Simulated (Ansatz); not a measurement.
Clean, relaxed (111) surface of Sc, space group Fm-3m (No. 225) (top face towards +c; atoms held fixed, by place in the list: 1):

```xyz
3
Lattice="3.2187 0.0000 0.0000 -1.6093 2.7875 0.0000 0.0000 0.0000 22.2561" Properties=species:S:1:pos:R:3 pbc="T T T"
Sc    1.6093    0.9292    8.5000
Sc    0.0000    1.8583   11.0539
Sc    0.0000    0.0000   13.6035
```

The calculation used DFT PBEsol, scalar-relativistic, plane waves, PAW (Ansatz). Cutoff 420 eV; k points 9×9×1 on the computed 3-atom cell (Γ-centred); Gaussian smearing, width 0.10 eV; no spin polarisation. The cell repeats along c with a dipole correction in the vacuum.

E_ads counts from the clean slab and the free adsorbate (spin-polarised where it has unpaired electrons); negative means bound. With the adsorbate the cell is lengthened along c to keep the vacuum.

Task: CO is put at the bridge (Sc-Sc) at (0.50, 0.00) site, one adsorbate per 9.0 Å². What structure does it relax to?

Result: E_ads = -1.70 eV. Contacts: C–Sc 2.40 Å. Bonds within the adsorbate: C–O 1.17 Å.

```yaml
crystal:
  lattice:
    - [3.21868, 0.00000, 0.00000]
    - [-1.60934, 2.78746, 0.00000]
    - [0.00000, 0.00000, 25.40609]
  atoms:
    - { symbol: Sc, position: [0.66667, 0.33333, 0.33457] }
    - { symbol: Sc, position: [0.33323, 0.66647, 0.43294] }
    - { symbol: Sc, position: [0.00005, 0.00010, 0.53830] }
    - { symbol: C, position: [0.33351, 0.66702, 0.59783] }
    - { symbol: O, position: [0.33352, 0.66704, 0.64403] }
```

Each end is the local minimum or symmetric point that its start leads to. This isn't the usual crystal structure of Sc. The slab is only 5.3 Å thick, so the energies aren't converged with thickness.